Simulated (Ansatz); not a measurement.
Input, command and steps of an Ansatz relaxation.

```yaml
crystal:
  lattice:
    - [0.0, 5.7742527313, 5.7742527313]
    - [5.7742527313, 0.0, 5.7742527313]
    - [5.7742527313, 5.7742527313, 0.0]
  atoms:
    - { symbol: Cs, position: [0.25, 0.25, 0.25] }
    - { symbol: Cs, position: [0.75, 0.75, 0.75] }
    - { symbol: Ag, position: [0.5, 0.5, 0.5] }
    - { symbol: Bi, position: [0.0, 0.0, 0.0] }
    - { symbol: Br, position: [0.2522564827, 0.7477435173, 0.2522564827] }
    - { symbol: Br, position: [0.2522564827, 0.7477435173, 0.7477435173] }
    - { symbol: Br, position: [0.7477435173, 0.2522564827, 0.7477435173] }
    - { symbol: Br, position: [0.7477435173, 0.2522564827, 0.2522564827] }
    - { symbol: Br, position: [0.2522564827, 0.2522564827, 0.7477435173] }
    - { symbol: Br, position: [0.7477435173, 0.7477435173, 0.2522564827] }
basis:
  ecutwfc: 420
kpoints:
  mp_grid: { grid: [4, 4, 4] }
hamiltonian:
  xc: pbesol
scf:
  occupations: { method: gaussian, width: 0.02 }
output:
  forces: true
  stress: true
  eigenvalues: true
  write_density: true
  write_potential: true
  elf: true
  volumetric_format: npy
relax:
  adjacent_minimum: "off"
  f_tol: 0.01
  max_steps: 30
```

```bash
ansatz run input.yaml --threads 2 --pin off --max-ram 5120MiB --backend cpu --events-out ev --progress --plain --runs-dir out
```

The calculation used DFT PBEsol, scalar-relativistic, plane waves, PAW in Ansatz 0.2.0.

The volume is held at 1.1 times that of the relaxed cell.

Of 3 frames 3 are shown, positions in Å and forces in eV/Å; the SCF threshold varies from step to step.

```xyz
10
Lattice="0.0000 5.7743 5.7743 5.7743 0.0000 5.7743 5.7743 5.7743 0.0000" Properties=species:S:1:pos:R:3:forces:R:3 pbc="T T T" step=1 free_energy_over_end_meV_per_atom=0.49
Cs    2.8871    2.8871    2.8871    0.0000    0.0000    0.0000
Cs    8.6614    8.6614    8.6614    0.0000    0.0000    0.0000
Ag    5.7743    5.7743    5.7743    0.0000    0.0000    0.0000
Bi    0.0000    0.0000    0.0000    0.0000    0.0000    0.0000
Br    5.7743    2.9132    5.7743    0.0000   -0.1007    0.0000
Br    8.6353    5.7743    5.7743    0.1007    0.0000    0.0000
Br    5.7743    8.6353    5.7743    0.0000    0.1007    0.0000
Br    2.9132    5.7743    5.7743   -0.1007    0.0000    0.0000
Br    5.7743    5.7743    2.9132    0.0000    0.0000   -0.1007
Br    5.7743    5.7743    8.6353    0.0000    0.0000    0.1007
10
Lattice="0.0000 5.7743 5.7743 5.7743 0.0000 5.7743 5.7743 5.7743 0.0000" Properties=species:S:1:pos:R:3:forces:R:3 pbc="T T T" step=2 free_energy_over_end_meV_per_atom=0.01
Cs    2.8871    2.8871    2.8871    0.0000    0.0000    0.0000
Cs    8.6614    8.6614    8.6614    0.0000    0.0000    0.0000
Ag    5.7743    5.7743    5.7743    0.0000    0.0000    0.0000
Bi    0.0000    0.0000    0.0000    0.0000    0.0000    0.0000
Br    5.7743    2.8997    5.7743    0.0000   -0.0162    0.0000
Br    8.6488    5.7743    5.7743    0.0162    0.0000    0.0000
Br    5.7743    8.6488    5.7743    0.0000    0.0162    0.0000
Br    2.8997    5.7743    5.7743   -0.0162    0.0000    0.0000
Br    5.7743    5.7743    2.8997    0.0000    0.0000   -0.0162
Br    5.7743    5.7743    8.6488    0.0000    0.0000    0.0162
10
Lattice="0.0000 5.7743 5.7743 5.7743 0.0000 5.7743 5.7743 5.7743 0.0000" Properties=species:S:1:pos:R:3:forces:R:3 pbc="T T T" step=3 free_energy_over_end_meV_per_atom=0.00
Cs    2.8871    2.8871    2.8871    0.0000    0.0000    0.0000
Cs    8.6614    8.6614    8.6614    0.0000    0.0000    0.0000
Ag    5.7743    5.7743    5.7743    0.0000    0.0000    0.0000
Bi    0.0000    0.0000    0.0000    0.0000    0.0000    0.0000
Br    5.7743    2.8971    5.7743    0.0000    0.0002    0.0000
Br    8.6514    5.7743    5.7743   -0.0002    0.0000    0.0000
Br    5.7743    8.6514    5.7743    0.0000   -0.0002    0.0000
Br    2.8971    5.7743    5.7743    0.0002    0.0000    0.0000
Br    5.7743    5.7743    2.8971    0.0000    0.0000    0.0002
Br    5.7743    5.7743    8.6514    0.0000    0.0000   -0.0002
```

It took 23 s on 2 threads of Intel(R) Xeon(R) Platinum 8259CL CPU @ 2.50GHz (Skylake/Cascade Lake), on a shared host, peak memory 0.9 GiB.

Spin–orbit coupling is left out, which can shift energies with elements as heavy as these.